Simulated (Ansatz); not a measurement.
An Ansatz (an electronic-structure program) run. Input:

Ansatz 0.2 input:
```yaml
crystal:
  lattice:
    - [-1.5918532464, 1.5918532464, 1.5918532464]
    - [1.5918532464, -1.5918532464, 1.5918532464]
    - [1.5918532464, 1.5918532464, -1.5918532464]
  atoms:
    - { symbol: W, position: [0.0, 0.0, 0.0] }
kpoints:
  mp_grid: { grid: [13, 13, 13] }
  band_path:
    path:
      - [[0.0, 0.0, 0.0], [0.5, -0.5, 0.5], [0.0, 0.0, 0.5], [0.0, 0.0, 0.0], [0.25, 0.25, 0.25], [0.5, -0.5, 0.5]]  # Γ-H-N-Γ-P-H
      - [[0.25, 0.25, 0.25], [0.0, 0.0, 0.5]]  # P-N
    npoints: 12
basis: { xc_grid: 2 }
hamiltonian:
  xc: pbe
  pseudopotentials: { azcp: { folder: ./paw }, kind: paw_fr }
magnetization: { noncollinear: true, spin_orbit: true }
scf:
  n_extra_bands: 12
  convergence: { dr2_threshold: 0.0000000001 }
  occupations: { method: gaussian, width: 0.05 }
output: { eigenvalues: true }
```

Output (shortened):

```
Pseudopotential: W, paw, valence charge 14
Functional definition: PBE
non-collinear run that drives no moment, with spin-orbit …
Crystal: 1 atoms, lattice volume = 16.135 Å³
Basis set: ecut = 420 eV, 321 PW (Γ), exchange–correlation on 40×40×40 points (8 copies of the dense FFT grid, shifted against one another)
Bands: 26, of which v1, the nominal top of the filled ones, is band 14 counted from 1 (13 counted from 0)
Symmetry: 48 space group operations + 48 with time reversal
k-points: 84 of 2197
Projection manifold: j_resolved (fully-relativistic pseudo-atomic orbitals)
SCF iter   1: F=—  HF=-10410.833894 eV  |F-HF|=—  |Δ(HF+E_count)|=         —  Δρ=6.49e-2  dr2=6.10e-1  dr2_m=0.00e0 (ungated)  ethr=3.10e-3  |M|=0.00e0 ∫|m|=0.00e0 μB  |m|>n=0.0e0 m-floor=0.0e0 τ_xc=0.0e0  β_m=0.30  ⟨swp⟩=5.8  Hψ=5250  notcnv=0  defer=74
preconditioner: auto → none
SCF iter   2: F=—  HF=-10410.666297 eV  |F-HF|=—  |Δ(HF+E_count)|=   1.68e-1  Δρ=3.79e-2  dr2=1.72e-1  dr2_m=0.00e0 (ungated)  ethr=3.10e-3  |M|=0.00e0 ∫|m|=0.00e0 μB  |m|>n=0.0e0 m-floor=0.0e0 τ_xc=0.0e0  β_m=0.47  ⟨swp⟩=2.1  Hψ=1674  notcnv=0  defer=542
SCF iter   3: F=—  HF=-10410.613861 eV  |F-HF|=—  |Δ(HF+E_count)|=   5.24e-2  Δρ=8.90e-3  dr2=3.80e-3  dr2_m=0.00e0 (ungated)  ethr=1.23e-3  |M|=0.00e0 ∫|m|=0.00e0 μB  |m|>n=0.0e0 m-floor=0.0e0 τ_xc=0.0e0  β_m=0.70  ⟨swp⟩=2.9  Hψ=1553  notcnv=0  defer=546
SCF iter   4: F=—  HF=-10410.613509 eV  |F-HF|=—  |Δ(HF+E_count)|=   3.52e-4  Δρ=5.80e-4  dr2=5.07e-5  dr2_m=0.00e0 (ungated)  ethr=2.72e-5  |M|=0.00e0 ∫|m|=0.00e0 μB  |m|>n=0.0e0 m-floor=0.0e0 τ_xc=0.0e0  β_m=0.70  ⟨swp⟩=2.0  Hψ=1440  notcnv=0  defer=544
SCF iter   5: F=—  HF=-10410.613483 eV  |F-HF|=—  |Δ(HF+E_count)|=   2.51e-5  Δρ=5.61e-5  dr2=1.18e-7  dr2_m=0.00e0 (ungated)  ethr=3.62e-7  |M|=0.00e0 ∫|m|=0.00e0 μB  |m|>n=0.0e0 m-floor=0.0e0 τ_xc=0.0e0  β_m=0.84  ⟨swp⟩=2.0  Hψ=1325  notcnv=0  defer=544
SCF iter   6: F=—  HF=-10410.613485 eV  |F-HF|=—  |Δ(HF+E_count)|=   1.26e-6  Δρ=4.87e-6  dr2=2.62e-9  dr2_m=0.00e0 (ungated)  ethr=8.45e-10  |M|=0.00e0 ∫|m|=0.00e0 μB  |m|>n=0.0e0 m-floor=0.0e0 τ_xc=0.0e0  β_m=0.92  ⟨swp⟩=2.2  Hψ=1447  notcnv=0  defer=544
SCF iter   7: F=-10410.613485 eV  HF=-10410.613485 eV  |F-HF|=5.46e-12  |Δ(HF+E_count)|=  9.11e-10  Δρ=3.30e-7  dr2=6.78e-12  dr2_m=0.00e0 (ungated)  ethr=1.00e-12  |M|=0.00e0 ∫|m|=0.00e0 μB  |m|>n=0.0e0 m-floor=0.0e0 τ_xc=0.0e0  ⟨swp⟩=7.6  Hψ=4485  notcnv=0
SCF 1 converged in 7 iterations: F = -10410.613485 eV  dr2 = 6.78e-12
NSCF: frozen V_eff on 74 k-points
SCF converged after 7 iterations
Magnetization: |M| = 0.0000 μB,  M = (+0.0000, +0.0000, +0.0000) μB
Absolute magnetization: 0.0000 μB (∫|m|)
  site 0: m = (+0.0000, +0.0000, +0.0000) μB, |m| = 0.0000 μB  (R = 1.14 Å)
Free energy (F): -10410.613485 eV
Harris-Foulkes:  -10410.613485 eV  (|F-HF|=5.46e-12)
Internal energy: -10410.612952 eV  (E = F + TS)
E sigma→0 (E₀):  -10410.613218 eV
Entropy (-TS):   -0.000533 eV (-0.533 meV/atom)
Fermi energy:    22.020112 eV
--- Per-component energies (eV) ---
  E_band       = -93.128028
  E_kinetic    = 420.479736
  E_local      = -554.036654  (includes V_loc(G=0)·N_el)
  E_nonlocal   = -29.084579
  E_hartree    = 231.027177
  E_xc         = -267.268940
  E_vxc        = -230.779284  (∫ρ·V_xc dr)
  E_paw        = -8598.654069  (= ΣΔE_a)
  E_vpaw       = -161.761811  (= ΣTr[D̂ρ^β])
  E_aug_tail   = 0.000147  (compensation charges beyond the density's cutoff)
  E_ewald      = -1613.075771
  E_smearing   = -0.000533  (= −TS)
  E_closure    = 0.000000  (closes the sum)
  Σ components = -10410.613485   (vs F -10410.613485, Δ=0.00e0)
  [band-id]    e_kinetic+e_local+e_nonlocal+2·e_hartree+e_vxc+e_vpaw+e_augmentation_tail = -93.128090   (vs E_band -93.128028, Δ=-6.11e-5)
--- Band table (eV; the first three rows and the last of 84) ---
  k-point 0: bands = ["-51.9980", "-51.9980", "-22.9946", "-22.9946", "-12.9292", "-12.9292", "-12.9292", "-12.9292", "12.4479", "12.4479", "20.5991", "20.5991", "20.5991", "20.5991", "21.1096", "21.1096", "24.2763", "24.2763", "24.2763", "24.2763", …
  k-point 1: bands = ["-51.9908", "-51.9908", "-23.0142", "-23.0142", "-12.9980", "-12.9980", "-12.9426", "-12.9426", "12.7271", "12.7271", "20.4978", "20.4978", "20.6594", "20.6594", "21.2102", "21.2102", "24.0183", "24.0183", "24.2829", "24.2829", …
  k-point 2: bands = ["-51.9710", "-51.9710", "-23.0686", "-23.0686", "-13.1840", "-13.1840", "-12.9792", "-12.9792", "13.5034", "13.5034", "20.1372", "20.1372", "20.4914", "20.4914", "21.8967", "21.8967", "23.6164", "23.6164", "24.3278", "24.3278", …
  k-point 83: bands = ["-51.7810", "-51.7810", "-23.5243", "-23.5243", "-13.9567", "-13.9567", "-13.9456", "-13.9456", "16.3593", "16.3593", "16.3967", "16.3967", "26.0103", "26.0103", "26.4926", "26.4926", "27.1487", "27.1487", "28.8015", "28.8015", …
```

Cost: about 5 core-seconds (a rough figure) on shared cores.

Space group Im-3m (bcc (W type)). The PBE relaxation kept the symmetry of its start. No spin polarisation was allowed.

Potentials: the earlier of the program's two PAW sets.

Ansatz is a plane-wave DFT program.
